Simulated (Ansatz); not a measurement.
**Structures of Hg$_{3}$Mo: which is lowest?**

Plane-wave DFT in Ansatz with scalar-relativistic PAW potentials, cutoff 420 eV, Γ-centred meshes chosen by cell and gap, Gaussian smearing with energies taken to zero width. Every cell was relaxed (cell and atoms) in a run of its own, within the symmetry of its start. Functional: PBE.

Relaxed structures (starts from databases or built by putting these elements on another compound's sites):
A. Pm-3m, 4 atoms in the computed cell, a = 4.294 Å; sites (symmetry × multiplicity) Hg 4/mm.m × 3, Mo m-3m × 1; start: built
B. P6_3/mmc, 8 atoms in the computed cell, a = 6.060 Å, c = 5.046 Å; sites (symmetry × multiplicity) Hg mm2 × 6, Mo -6m2 × 2; start: built

Q: Rank them by energy. Could pressure change the order?

A:
| structure | group | E − E(lowest) (meV/atom) | V (Å³/atom) | gap on mesh (eV) |
| --- | --- | --- | --- | --- |
| A | Pm-3m | 0.0 | 19.79 | 0.00 |
| B | P6_3/mmc | 115 | 20.06 | 0.00 |

A is lowest, 115 meV/atom under B. The lowest is also the densest of these, so pressure wouldn't bring one of the others in at first order. Other structures may lie lower than all of these, and vibrations aren't counted.

Spin-orbit coupling is left out, which matters for the bands of heavy elements.